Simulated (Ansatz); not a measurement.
Space group P-3m1 (No. 164). a = 5.205 Å, b = 5.205 Å, c = 5.196 Å, α = 90.00°, β = 90.00°, γ = 120.00°
```csv
atom,site,symmetry,x,y,z
Rb,2d,3m.,0.3333,0.6667,0.2793
Pd,1a,-3m.,0.0000,0.0000,0.0000
C,2c,3m.,0.0000,0.0000,0.3786
```

Equation of state of this Rb2PdC2 structure (not necessarily the ground state), with shape and atoms relaxed at each volume where symmetry leaves them free. These are results of DFT LDA, scalar-relativistic, plane waves, PAW (Ansatz 0.2.0), not measurements.

Cutoff 420 eV; k points 6×6×6 on the computed 5-atom cell (Γ-centred); Gaussian smearing, width 0.02 eV; no spin polarisation.

```json
{"V (Å³/atom)": "21.455", "E − E(largest V) (meV/atom)": "23.89", "P (GPa)": "5.33", "gap on mesh (eV)": "1.65"}
{"V (Å³/atom)": "22.187", "E − E(largest V) (meV/atom)": "3.58", "P (GPa)": "3.62", "gap on mesh (eV)": "1.62"}
{"V (Å³/atom)": "22.918", "E − E(largest V) (meV/atom)": "-9.62", "P (GPa)": "2.20", "gap on mesh (eV)": "1.58"}
{"V (Å³/atom)": "23.650", "E − E(largest V) (meV/atom)": "-16.85", "P (GPa)": "1.01", "gap on mesh (eV)": "1.55"}
{"V (Å³/atom)": "24.381", "E − E(largest V) (meV/atom)": "-19.08", "P (GPa)": "0.00", "gap on mesh (eV)": "1.52"}
{"V (Å³/atom)": "25.113", "E − E(largest V) (meV/atom)": "-17.13", "P (GPa)": "-0.84", "gap on mesh (eV)": "1.49"}
{"V (Å³/atom)": "25.844", "E − E(largest V) (meV/atom)": "-11.70", "P (GPa)": "-1.53", "gap on mesh (eV)": "1.45"}
{"V (Å³/atom)": "26.819", "E − E(largest V) (meV/atom)": "0.00", "P (GPa)": "-2.29", "gap on mesh (eV)": "1.41"}
```

**Question.** Fit a third-order Birch–Murnaghan equation to E(V).

**Answer.** V0 = 24.39 Å³/atom, B0 = 30 GPa, B0' = 4.9.

The gaps are read on the mesh, which can miss the band edges, so they can be too wide.